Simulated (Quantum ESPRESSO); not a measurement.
Kohn-Sham bands of LiF (rock salt)

```xyz
2
Lattice="0.0000 2.0417 2.0417 2.0417 0.0000 2.0417 2.0417 2.0417 0.0000" Properties=species:S:1:pos:R:3 pbc="T T T"
Li     0.0000     0.0000     0.0000
F      2.0417     2.0417     2.0417
```

Structure: Materials Project mp-1138, symmetrised, not relaxed again. COD (Crystallography Open Database) has an entry of this formula and space group (matched by these alone). Method: PBEsol plane waves in Quantum ESPRESSO 7.5 (PseudoDojo norm-conserving files, 68 Ry, no spin polarisation, no spin-orbit coupling), Bloch states on a 10×10×10 mesh through Γ, Wannier90 4.0.1. Density: 14×14×14 mesh, cold smearing 0.01 Ry.

Problem. List the Kohn-Sham levels between −8 and 11.6 eV relative to the valence-band maximum at the high-symmetry points, as a band run of pw.x on that density gives them (levels within 2 meV counted together).

Solution. 
```csv
point,k (reciprocal lattice),levels (eV)
Γ,0.000 0.000 0.000,"0.00 (×3), 8.59"
X,0.500 0.000 0.500,"-2.87, -0.95 (×2)"
U,0.625 0.250 0.625,"-2.39, -1.49, -0.70"
K,0.375 0.375 0.750,"-2.39, -1.49, -0.70"
L,0.500 0.500 0.500,"-2.42, -0.22 (×2), 10.42"
W,0.500 0.250 0.750,"-1.98 (×2), -0.76"
```
